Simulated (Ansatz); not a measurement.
# Structure relaxation, ZnCu2SnS4

The start is a relaxed ZnCu2SnS4 cell shaken by Gaussian noise of σ = 0.08 Å a coordinate. Cell shape, volume and atoms are optimised at zero target pressure with r2SCAN (plane waves to 500 eV, PAW, scalar-relativistic; Ansatz, a program for electronic structure). The first steps use a coarse 5×5×6 k-mesh.

Starting cell:
```yaml
crystal:
  lattice:
    - [-2.62681, 2.62681, 5.13878]
    - [2.62681, -2.62681, 5.13878]
    - [2.62681, 2.62681, -5.13878]
  atoms:
    - { symbol: Cu, position: [0.02758, 0.55960, 0.52699] }
    - { symbol: Cu, position: [0.46794, 0.95439, 0.47433] }
    - { symbol: S, position: [0.51355, 0.50063, 0.97977] }
    - { symbol: S, position: [0.77786, 0.76868, 0.99886] }
    - { symbol: S, position: [0.19961, 0.23058, 0.99526] }
    - { symbol: S, position: [0.26408, 0.75533, 0.53383] }
    - { symbol: Sn, position: [0.76503, 0.27577, 0.55125] }
    - { symbol: Zn, position: [0.99840, 0.01573, 0.00208] }
```

**Question.** How much energy is released per atom?

**Answer.** 0.66 eV/atom.

**Question.** How does the volume per atom move from start to end?

**Answer.** +13.5 %, from 17.73 to 20.13 Å³/atom.

**Question.** Does it find its way back to the structure it was made from?

**Answer.** It does not go back: it reaches P1 (No. 1), 0.60 eV/atom below the parent.

**Question.** Write out the relaxed structure.

**Answer.** 
```
CELL_PARAMETERS angstrom
      5.06532     0.00000     0.00000
     -1.77715     5.59550     0.00000
     -1.26602    -2.37931     5.68189
ATOMIC_POSITIONS crystal
  Cu 0.49381 0.15359 0.45117
  Cu 0.18821 0.77269 0.81660
  S  0.87501 0.48022 0.44629
  S  0.31066 0.46482 0.95255
  S  0.06606 0.94031 0.14212
  S  0.47527 0.16521 0.80978
  Sn 0.70265 0.80068 0.35140
  Zn 0.93499 0.27078 0.09081
```

Final values are on a 7×7×6 k-mesh of the relaxed cell. The relaxed cell holds bonded S–S pairs (2.20 Å). No spin polarisation in the result.

The relaxed structure here is a generated cell of ZnCu2SnS4: the first start was made by a random draw of sites in a space group, and the end was not matched to a known phase here, so it may be hypothetical. Known forms of ZnCu2SnS4 include space group No. 82.
